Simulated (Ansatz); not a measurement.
Ansatz (a program for electronic structure) input:

Ansatz 0.2 input:
```yaml
crystal:
  lattice:
    - [4.9418684686, 0.0, 0.0]
    - [0.0, 4.9418684686, 0.0]
    - [0.0, 0.0, 4.9418684686]
  atoms:
    - { symbol: Mo, position: [0.25, 0.0, 0.5] }
    - { symbol: Mo, position: [0.75, 0.0, 0.5] }
    - { symbol: Mo, position: [0.5, 0.75, 0.0] }
    - { symbol: Mo, position: [0.5, 0.25, 0.0] }
    - { symbol: Mo, position: [0.0, 0.5, 0.75] }
    - { symbol: Mo, position: [0.0, 0.5, 0.25] }
    - { symbol: Os, position: [0.0, 0.0, 0.0] }
    - { symbol: Os, position: [0.5, 0.5, 0.5] }
kpoints:
  mp_grid: { grid: [17, 17, 17] }
hamiltonian:
  xc: pbesol
  pseudopotentials: { kind: paw }
scf:
  occupations: { method: fermi_dirac, width: 0.1 }
elastic: { mode: relaxed_ion, stencil: two_point, amplitude: 0.005, f_tol: 0.0005 }
```

Output (shortened):

```
Pseudopotential: Mo, paw, valence charge 14
Pseudopotential: Os, paw, valence charge 16
Functional definition: PBEsol
Crystal: 8 atoms, lattice volume = 120.691 Å³
Basis set: ecut = 420 eV, 2373 PW (Γ), exchange–correlation on 72×72×72 points (8 copies of the dense FFT grid, shifted against one another)
Bands: 70, of which v1, the nominal top of the filled ones, is band 58 counted from 1 (57 counted from 0)
Symmetry: 48 space group operations
Space group: Pm-3n (ITA 223), of the structure as read, at distance tolerance 4.9e-5 Å
k-points: 165 of 4913
SCF 1 converged in 10 iterations: F = -51886.993938 eV  dr2 = 3.99e-15
Crystal: 8 atoms, lattice volume = 120.087 Å³
Basis set: ecut = 420 eV, 2357 PW (Γ), exchange–correlation on 72×72×72 points (8 copies of the dense FFT grid, shifted against one another)
Symmetry: 16 space group operations
k-points: 405 of 4913
SCF 2 converged in 10 iterations: F = -51886.987454 eV  dr2 = 1.56e-14
relax step   1: F+E_penalty+E_count = -51886.98745443 eV  Δ(F+E_penalty+E_count) = +0.000e0 eV  max|allowed force component| = 1.506e-2 eV/Å  Δτ_max = 0.0000 Å  (10 SCF iters, accepted)
Crystal: 8 atoms, lattice volume = 120.087 Å³
SCF 3 converged in 7 iterations: F = -51886.987470 eV  dr2 = 1.25e-14
relax step   2: F+E_penalty+E_count = -51886.98746976 eV  Δ(F+E_penalty+E_count) = -1.534e-5 eV  max|allowed force component| = 6.444e-5 eV/Å  Δτ_max = 0.0005 Å  (7 SCF iters, accepted)
Crystal: 8 atoms, lattice volume = 120.087 Å³
SCF 4 converged in 10 iterations: F = -51886.987470 eV  dr2 = 4.92e-19
Crystal: 8 atoms, lattice volume = 121.294 Å³
SCF 5 converged in 10 iterations: F = -51886.990129 eV  dr2 = 1.16e-14
relax step   1: F+E_penalty+E_count = -51886.99012859 eV  Δ(F+E_penalty+E_count) = +0.000e0 eV  max|allowed force component| = 1.412e-2 eV/Å  Δτ_max = 0.0000 Å  (10 SCF iters, accepted)
Crystal: 8 atoms, lattice volume = 121.294 Å³
SCF 6 converged in 7 iterations: F = -51886.990143 eV  dr2 = 1.23e-14
relax step   2: F+E_penalty+E_count = -51886.99014266 eV  Δ(F+E_penalty+E_count) = -1.407e-5 eV  max|allowed force component| = 6.087e-4 eV/Å  Δτ_max = 0.0005 Å  (7 SCF iters, accepted)
Crystal: 8 atoms, lattice volume = 121.294 Å³
SCF 7 converged in 10 iterations: F = -51886.990143 eV  dr2 = 0.0
relax step   3: F+E_penalty+E_count = -51886.99014268 eV  Δ(F+E_penalty+E_count) = -2.620e-8 eV  max|allowed force component| = 2.196e-7 eV/Å  Δτ_max = 0.0000 Å  (10 SCF iters, accepted)
Crystal: 8 atoms, lattice volume = 121.294 Å³
SCF 8 converged in 11 iterations: F = -51886.990143 eV  dr2 = 2.75e-19
Crystal: 8 atoms, lattice volume = 120.690 Å³
Basis set: ecut = 420 eV, 2365 PW (Γ), exchange–correlation on 72×72×72 points (8 copies of the dense FFT grid, shifted against one another)
Symmetry: 8 space group operations
k-points: 729 of 4913
SCF 9 converged in 9 iterations: F = -51886.992932 eV  dr2 = 3.12e-14
relax step   1: F+E_penalty+E_count = -51886.99293175 eV  Δ(F+E_penalty+E_count) = +0.000e0 eV  max|allowed force component| = 1.017e-2 eV/Å  Δτ_max = 0.0000 Å  (9 SCF iters, accepted)
Crystal: 8 atoms, lattice volume = 120.690 Å³
SCF 10 converged in 7 iterations: F = -51886.992939 eV  dr2 = 5.18e-14
relax step   2: F+E_penalty+E_count = -51886.99293915 eV  Δ(F+E_penalty+E_count) = -7.398e-6 eV  max|allowed force component| = 7.635e-3 eV/Å  Δτ_max = 0.0015 Å  (7 SCF iters, accepted)
Crystal: 8 atoms, lattice volume = 120.690 Å³
SCF 11 converged in 7 iterations: F = -51886.992949 eV  dr2 = 1.35e-14
relax step   3: F+E_penalty+E_count = -51886.99294871 eV  Δ(F+E_penalty+E_count) = -9.560e-6 eV  max|allowed force component| = 2.346e-5 eV/Å  Δτ_max = 0.0006 Å  (7 SCF iters, accepted)
Crystal: 8 atoms, lattice volume = 120.690 Å³
SCF 12 converged in 10 iterations: F = -51886.992949 eV  dr2 = 4.49e-19
Crystal: 8 atoms, lattice volume = 120.690 Å³
SCF 13 converged in 9 iterations: F = -51886.992932 eV  dr2 = 3.12e-14
relax step   1: F+E_penalty+E_count = -51886.99293175 eV  Δ(F+E_penalty+E_count) = +0.000e0 eV  max|allowed force component| = 1.017e-2 eV/Å  Δτ_max = 0.0000 Å  (9 SCF iters, accepted)
Crystal: 8 atoms, lattice volume = 120.690 Å³
SCF 14 converged in 7 iterations: F = -51886.992949 eV  dr2 = 1.73e-14
relax step   2: F+E_penalty+E_count = -51886.99294871 eV  Δ(F+E_penalty+E_count) = -1.696e-5 eV  max|allowed force component| = 7.125e-5 eV/Å  Δτ_max = 0.0008 Å  (7 SCF iters, accepted)
Crystal: 8 atoms, lattice volume = 120.690 Å³
SCF 15 converged in 10 iterations: F = -51886.992949 eV  dr2 = 5.11e-19
SCF converged after 10 iterations
Free energy (F): -51886.993938 eV
Harris-Foulkes:  -51886.993938 eV  (|F-HF|=7.28e-12)
Internal energy: -51886.744026 eV  (E = F + TS)
E sigma→0 (E₀):  -51886.868982 eV
Entropy (-TS):   -0.249912 eV (-31.239 meV/atom)
Fermi energy:    22.227151 eV
--- Per-component energies (eV) ---
  E_band       = -475.477082
  E_kinetic    = 3773.017590
  E_local      = -6384.314260  (includes V_loc(G=0)·N_el)
  E_nonlocal   = 870.872061
  E_hartree    = 2250.494128
  E_xc         = -1626.716669
  E_vxc        = -1940.798067  (∫ρ·V_xc dr)
  E_paw        = -36622.957370  (= ΣΔE_a)
  E_vpaw       = -1295.242711  (= ΣTr[D̂ρ^β])
  E_aug_tail   = 0.000049  (compensation charges beyond the density's cutoff)
  E_ewald      = -14148.891216
  E_core_change = 1.751662  (= ΣΔE_core)
  E_smearing   = -0.249912  (= −TS)
  E_closure    =  0.000000  (closes the sum)
  Σ components = -51886.993938   (vs F -51886.993938, Δ=0.00e0)
--- Forces (eV/Å), atoms counted from 1 ---
  atom   1  Mo     0.00000000     0.00000000     0.00000000
  atom   2  Mo     0.00000000     0.00000000     0.00000000
  atom   3  Mo     0.00000000     0.00000000     0.00000000
  atom   4  Mo     0.00000000     0.00000000     0.00000000
  atom   5  Mo     0.00000000     0.00000000     0.00000000
  atom   6  Mo     0.00000000     0.00000000     0.00000000
  atom   7  Os     0.00000000     0.00000000     0.00000000
  atom   8  Os     0.00000000     0.00000000     0.00000000
  max |Σ_I F_I| component: 2.08e-17 eV/Å
--- Stress (GPa, compression-positive) ---
        0.335522       0.000000       0.000000
        0.000000       0.335522       0.000000
        0.000000       0.000000       0.335522
  P = ⅓ Tr σ = 0.3355 GPa (3.355 kbar)
--- Band table (eV; the first three rows and the last of 165) ---
  k-point 0: bands = ["-63.9569", "-63.9567", "-38.9440", "-38.8436", "-38.8436", "-38.5488", "-38.5488", "-38.5488", "-23.3859", "-23.3859", "-23.3859", "-23.3813", "-23.3813", "-23.3813", "-14.0273", "-14.0273", "-13.8362", "-13.1923", "-13.1923", …
  k-point 1: bands = ["-63.9569", "-63.9567", "-38.9425", "-38.8442", "-38.8418", "-38.5516", "-38.5488", "-38.5488", "-23.3859", "-23.3859", "-23.3857", "-23.3814", "-23.3814", "-23.3812", "-14.0264", "-14.0170", "-13.8317", "-13.1920", "-13.1920", …
  k-point 2: bands = ["-63.9569", "-63.9567", "-38.9384", "-38.8462", "-38.8362", "-38.5600", "-38.5488", "-38.5488", "-23.3859", "-23.3859", "-23.3849", "-23.3816", "-23.3816", "-23.3807", "-14.0237", "-13.9915", "-13.8130", "-13.1912", "-13.1912", …
  k-point 164: bands = ["-63.9568", "-63.9568", "-38.7349", "-38.7299", "-38.7299", "-38.7022", "-38.7022", "-38.6980", "-23.3795", "-23.3793", "-23.3793", "-23.3788", "-23.3788", "-23.3786", "-13.1312", "-13.1268", "-13.1041", "-13.1041", "-13.0963", …
--- Elastic constants: 2 strain directions × 2 members + reference (group order 48) ---
  dense FFT box of the reference and of every strained cell: 36×36×36
  strains applied: 11, 23; error gains: componentwise 1.00 (the most a stress slope's error grows in a printed constant), spectral 1.73 (1 for all six strains …
  C = ∂σ_k/∂η_j (tension-positive GPa; Voigt order 11 22 33 23 13 12):
       545.131    193.633    193.633      0.000      0.000      0.000
       193.633    545.131    193.633      0.000      0.000      0.000
       193.633    193.633    545.131      0.000      0.000      0.000
         0.000      0.000      0.000    105.092      0.000      0.000
         0.000      0.000      0.000      0.000    105.092      0.000
         0.000      0.000      0.000      0.000      0.000    105.092
  reference stress σ⁰ (GPa):     -0.336     -0.336     -0.336      0.000      0.000      0.000
  moduli (Voigt/Reuss/Hill, GPa): K = 310.80/310.80/310.80   G = 133.35/125.23/129.29   E = 340.64   ν = 0.317
  mechanically stable: yes (min eigenvalue of sym C = 105.09 GPa)
  strain η (Voigt 11):  stress-route row diagonal C_11 = 545.13 GPa, energy-path curvature d²(F+E_count+ΔE)/dδ²/Ω₀ = 545.09 GPa
         δ    σ_11 (GPa)             F (eV)   n_scf  n_hpsi   n_pw
    -5.000e-3      -3.1200      -51886.9874698      10  462663   2368   relax 2 steps, max|allowed force component| 6.44e-5 eV/Å
     5.000e-3       2.3314      -51886.9901427      11  491390   2401   relax 3 steps, max|allowed force component| 2.20e-7 eV/Å
  strain η (Voigt 23):  stress-route row diagonal C_44 = 105.09 GPa, energy-path curvature d²(F+E_count+ΔE)/dδ²/Ω₀ = 105.26 GPa
         δ    σ_23 (GPa)             F (eV)   n_scf  n_hpsi   n_pw
    -5.000e-3      -0.5255      -51886.9929487      10  834766   2385   relax 3 steps, max|allowed force component| 2.35e-5 eV/Å
     5.000e-3       0.5255      -51886.9929487      10  833692   2385   relax 2 steps, max|allowed force component| 7.12e-5 eV/Å
```

Cost: around 40 core-minutes (rough) on shared cores.

The first step of the workflow began from a Materials Project structure, measured or hypothetical; the Crystallography Open Database files this formula in space group No. 223, but the cells were not matched. Whether it is the stable phase at ambient conditions was not checked. Symmetry was held in the PBEsol relaxation; its stability against distortions is not shown here. The run is not spin-polarised. As this level gives no gap, shear constants depend on the k-mesh and smearing (Fermi–Dirac, 0.1 eV here). On the denser mesh and wider smearing of the elastic run this cell carries a stress of 0.3 GPa. Spin–orbit coupling is left out wherever it is not named.

Potentials: the later of the program's two PAW sets.

Ansatz is a plane-wave DFT program.
